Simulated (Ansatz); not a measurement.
Here is the system:

Mg₂Sn:
```
Mg2Sn
1.0
    5.00597     0.00000     0.00000
   -2.50298     4.33530     0.00000
    0.00000     0.00000     6.21284
Mg Sn
4 2
Direct
  0.00000   0.00000   0.00000
  0.00000   0.00000   0.50000
  0.66667   0.33333   0.25000
  0.33333   0.66667   0.75000
  0.66667   0.33333   0.75000
  0.33333   0.66667   0.25000
```

This is the PBEsol-relaxed structure. Tensor components refer to the Cartesian frame of this cell.

Problem. All from DFT-PBEsol in the program Ansatz with PAW potentials, unless another level is named. Predict the bulk modulus (Birch–Murnaghan fit).

Solution. 46.2 GPa.

Problem. Predict the highest zone-centre frequency.

Solution. 245 cm⁻¹.

Problem. Give the elastic constants (relaxed ions, GPa).

Solution. C11 = 66.5, C12 = 44.0, C13 = 29.4, C33 = 76.6, C44 = 4.0.

Space group P6_3/mmc. The first step of the workflow began from a Materials Project structure, measured or hypothetical; the Crystallography Open Database copy checked does not list it. COD files the formula under space group No. 225, 227, so this cell is another polymorph or a model. With Mg and Sn taken as one species the cell has the higher symmetry P6/mmm, so it may be an ordered model of a mixed-site phase. Whether it is the stable phase at ambient conditions was not checked. Symmetry was held in the PBEsol relaxation; of distortions, only those at the zone centre were tested. As this level gives no gap, shear constants depend on the k-mesh and smearing (Fermi–Dirac, 0.1 eV here). As this level gives no gap, phonon frequencies hold no LO–TO term and depend on the k-mesh and smearing (Fermi–Dirac, 0.1 eV here). Spin–orbit coupling is left out wherever it is not named.

Potentials: the later of the program's two PAW sets.
